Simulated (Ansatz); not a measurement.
SiSe$_{2}$ (SiS2 type, space group Ibam)

```
SiSe2
1.0
   -3.15068     4.65079     2.92779
    3.15068    -4.65079     2.92779
    3.15068     4.65079    -2.92779
Se Si
4 2
Cartesian
  1.85791   3.45745   2.92779
  1.29277  -1.19334   2.92779
  1.85791   5.84413   0.00000
  1.29277   1.19334   0.00000
  0.00000   0.00000   4.39169
  0.00000   0.00000   1.46390
```

The slice is a (010) plane (indices of the conventional cell) through the point (0.250, 0.250, 0.000) (fractional), spanned by u = [110] and v = [011] in vectors of this cell: u (5.86 Å) and v (6.30 Å, at 90° to u). It covers one period; positions are fractions (u, v).

The numbers are results of PBEsol (plane waves to 420 eV, PAW, scalar-relativistic; Ansatz, an electronic-structure program), not measurements. k mesh 8×8×8. Near the nuclei the fields are pseudised (PAW); where an atom keeps semicore shells as valence, they peak there. SiSe2 was relaxed with its symmetry unable to fall.

**Question.** Sketch the valence electron density on this plane as a map.

**Answer.** 
```
|*#@@@%%@@@#*#@@@%%@@@#|
|%@@@@@@@@@@%@@@@@@@@@@|
|@@@@@@@@@@@@@@@@@@@@@@|
|%@@@@@@@@@@%@@@@@@@@@@|
|##%%@@@@%%###%%@@@@%%#|
|**#%%@@%%#***#%%@@%%#*|
|++*##%%##*+++*##%%##*+|
|-=+**##**+=-=+**##**+=|
|:--=++++=--:--=++++=--|
|..:--==--:...:--==--:.|
|  .:::-::.   .::::::. |
|   .::::.     .::::.  |
|  .::-:::.   .::::::. |
|..:--==--:...:--==--:.|
|:--=++++=--:--=++++=--|
|-=+**##**+=-=+**##**+=|
|++*##%%##*+++*##%%##*+|
|**#%%@@%%#***#%%@@%%#*|
|##%%@@@@%%###%%@@@@%%#|
|%@@@@@@@@@@%@@@@@@@@@@|
|@@@@@@@@@@@@@@@@@@@@@@|
|%@@@@@@@@@@%@@@@@@@@@@|
|*#@@@%%@@@#*#@@@%%@@@#|
|=*@@@%%@@@*=*@@@%%@@@*|
```
Scale: ten equal steps from -2.15 (start of ' ') to -0.38 (end of '@'), in the order ' .:-=+*#%@'. Values: log₁₀ of the valence density in e/Å³. The map has 22 points along u (one character each, u = 0 at the left) and 24 along v (v = 0 in the bottom row). The scale is logarithmic, as a density can span decades between atoms and voids.
